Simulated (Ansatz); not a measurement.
Given:

Mo:
```
CELL_PARAMETERS angstrom
     -1.58024     1.58024     1.58024
      1.58024    -1.58024     1.58024
      1.58024     1.58024    -1.58024
ATOMIC_POSITIONS crystal
  Mo 0.00000 0.00000 0.00000
```

This is the PBE-relaxed structure.

Q: All from PBE in the plane-wave PAW code Ansatz, unless another level is named. Give the density of states at the Fermi level.

A: 0.61 states/eV per atom (mean over ±0.08 eV).

Q: What about the gap with spin–orbit coupling?

A: none (metallic).

Space group Im-3m (bcc (W type)). Symmetry was held in the PBE relaxation. The run is not spin-polarised. Spin–orbit coupling is left out wherever it is not named.

Potentials: the earlier of the program's two PAW sets.
